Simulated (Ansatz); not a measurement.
Data:

SiC:
```
CELL_PARAMETERS angstrom
      0.00000     2.17817     2.17817
      2.17817     0.00000     2.17817
      2.17817     2.17817     0.00000
ATOMIC_POSITIONS crystal
  C  0.75000 0.75000 0.75000
  Si 0.00000 0.00000 0.00000
```

This is the r²SCAN-relaxed structure.

Q: All from r²SCAN in the plane-wave PAW code Ansatz, unless another level is named. Estimate the largest static χ(2) component.

A: 19 pm/V.

Q: Give the Bader charges.

A: C -2.87, Si +2.87 e.

Q: Give the static dielectric constant ε0 (ions relaxed, cell fixed).

A: 9.80.

Q: Predict the Born charges (a third of the trace).

A: C -2.72, Si +2.72 e.

Q: Next, the electronic dielectric constant ε∞ (DFPT)?

A: 6.52.

Space group F-43m (zinc blende). The cell was relaxed with r²SCAN under the symmetry of its start; phonons on a q-mesh show no instability.

Potentials: the later of the program's two PAW sets.
